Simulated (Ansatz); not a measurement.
TiGe2:
```
CELL_PARAMETERS angstrom
      0.00000     4.31198     4.37040
      2.51880     0.00000     4.37040
      2.51880     4.31198     0.00000
ATOMIC_POSITIONS crystal
  Ti 0.75000 0.75000 0.75000
  Ti 0.50000 0.50000 0.50000
  Ge 0.08129 0.41871 0.08129
  Ge 0.41871 0.08129 0.41871
  Ge 0.16871 0.83129 0.16871
  Ge 0.83129 0.16871 0.83129
```

Relaxed with r²SCAN. Special points in fractions of this cell's reciprocal vectors: Γ (0.000, 0.000, 0.000); Y (0.500, 0.000, 0.500); T (1.000, 0.500, 0.500); Z (0.500, 0.500, 0.000); Σ0 (0.000, 0.418, 0.418); U0 (1.000, 0.582, 0.582); C0 (0.500, 0.248, 0.748); A0 (0.500, 0.752, 0.252); L (0.500, 0.500, 0.500).

Task: List the band energies nearest the Fermi level at these points for plane-wave PAW r²SCAN (Ansatz code).

Result: In eV from the Fermi level; about four levels below and three above (degenerate sets whole), none deeper than 8.9 eV; points with the same levels are listed once.

```json
[
 {"k": "Γ", "below": "-2.08 -1.99 -1.76 -0.95", "above": "1.79 2.39 2.61"},
 {"k": "Y", "below": "-2.50 -2.50 -0.92 -0.92", "above": "1.15 1.15 2.52 2.52"},
 {"k": "T", "below": "-1.36 -1.36 -0.70 -0.70", "above": "1.03 1.03 1.95 1.95"},
 {"k": "Z", "below": "-1.88 -1.88 -1.05 -1.05", "above": "1.00 1.00 2.90 2.90"},
 {"k": "Σ0", "below": "-2.07 -1.50 -0.66 -0.20", "above": "0.04 0.89 1.06"},
 {"k": "C0", "below": "-1.99 -1.99 -1.50 -1.50", "above": "0.96 0.96 1.86 1.86"},
 {"k": "L", "below": "-2.69 -1.93 -1.20 -0.11", "above": "0.24 0.79 1.33"}
]
```

Space group Fddd. The first step of the workflow began from a Materials Project structure, measured or hypothetical; the Crystallography Open Database files this formula in space group No. 70, but the cells were not matched. Whether it is the stable phase at ambient conditions was not checked. Symmetry was held in the r²SCAN relaxation; its stability against distortions is not shown here. No spin polarisation was allowed. Scalar-relativistic: spin–orbit coupling is off unless named, which matters more the heavier the elements.

Potentials: the later of the program's two PAW sets.
